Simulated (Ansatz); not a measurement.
Name crystals whose computed values (plane-wave PAW LDA (Ansatz code)) fall in these windows: B₀ by P(V) fit (GPa) 140 to 180; electron conductivity mass (mₑ) 0.19 to 0.25.



```json
[
 {"crystal": "SnO2, anatase", "B₀ by P(V) fit (GPa)": "160", "electron conductivity mass (mₑ)": "0.23"}
]
```
Others may fit too.

Not the usual ambient phase: SnO2, anatase. The cell was relaxed under the symmetry of its start. Scalar-relativistic: spin–orbit coupling is off unless named, which matters more the heavier the elements.

Potentials: the later of the program's two PAW sets.
